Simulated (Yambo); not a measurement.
Absorption of NaBH$_{4}$ (space group P-42_1c, No. 114) with and without the electron-hole interaction (Yambo, PBEsol bands; 6×6×6 mesh, 6 valence and 6 conduction bands, static screening with 54 bands and a 3 Ry block, scissor 2.95 eV, Tamm-Dancoff; field along x). Axes are Cartesian, with cell vectors (Å) (4.28, 0.00, 0.00), (0.00, 4.28, 0.00), (0.00, 0.00, 5.80).

| E (eV) | Im ε, BSE | Im ε, independent quasiparticles |
|---|---|---|
| 7.05 | 0.32 | 0.05 |
| 7.15 | 0.38 | 0.05 |
| 7.25 | 0.44 | 0.05 |
| 7.35 | 0.53 | 0.06 |
| 7.45 | 0.65 | 0.06 |
| 7.55 | 0.81 | 0.06 |
| 7.65 | 1.04 | 0.07 |
| 7.75 | 1.40 | 0.07 |
| 7.85 | 2.00 | 0.08 |
| 7.95 | 3.08 | 0.08 |
| 8.05 | 5.23 | 0.09 |
| 8.15 | 9.45 | 0.10 |
| 8.25 | 13.1 | 0.10 |
| 8.35 | 12.3 | 0.11 |
| 8.45 | 13.8 | 0.12 |
| 8.55 | 13.6 | 0.14 |
| 8.65 | 9.27 | 0.15 |
| 8.75 | 5.49 | 0.17 |
| 8.85 | 3.75 | 0.19 |
| 8.95 | 2.84 | 0.22 |
| 9.05 | 2.18 | 0.26 |
| 9.15 | 1.75 | 0.30 |
| 9.25 | 1.61 | 0.34 |
| 9.35 | 1.72 | 0.41 |
| 9.45 | 1.98 | 0.53 |
| 9.55 | 2.37 | 0.70 |
| 9.65 | 2.65 | 0.92 |
| 9.75 | 2.73 | 1.21 |
| 9.85 | 2.83 | 1.72 |
| 9.95 | 2.70 | 2.55 |
| 10.05 | 2.76 | 3.65 |
| 10.15 | 2.76 | 4.62 |
| 10.25 | 2.75 | 5.54 |
| 10.35 | 2.61 | 5.52 |
| 10.45 | 2.39 | 5.19 |
| 10.55 | 2.54 | 4.80 |
| 10.65 | 2.38 | 4.45 |
| 10.75 | 2.50 | 4.80 |
| 10.85 | 2.37 | 5.42 |
| 10.95 | 2.39 | 5.49 |
| 11.05 | 2.40 | 5.34 |
| 11.15 | 2.00 | 5.31 |
| 11.25 | 1.98 | 5.17 |
| 11.35 | 1.88 | 4.73 |
| 11.45 | 1.96 | 4.56 |
| 11.55 | 1.77 | 4.79 |
| 11.65 | 1.41 | 4.95 |
| 11.75 | 1.31 | 4.95 |
| 11.85 | 1.07 | 5.13 |
| 11.95 | 0.99 | 5.16 |
| 12.05 | 0.93 | 5.05 |
| 12.15 | 0.82 | 4.86 |
| 12.25 | 0.83 | 4.69 |
| 12.35 | 0.70 | 4.64 |
| 12.45 | 0.64 | 4.43 |
| 12.55 | 0.63 | 4.00 |
| 12.65 | 0.55 | 3.54 |
| 12.75 | 0.50 | 3.33 |
| 12.85 | 0.38 | 3.17 |
| 12.95 | 0.33 | 2.88 |

The scissor comes from a G0W0 run whose convergence isn't established. Broadening 0.15 eV. The band window holds all transitions up to 13.0 eV. Fine structure above the onset can come from the mesh.

Geometry of the Materials Project entry, not relaxed at this level; primitive cell a = b = 4.2763 Å, c = 5.7988 Å, α = β = γ = 90.00°.

The structure is a Materials Project entry; no match was found in the copy of COD used, and its stability was not checked.
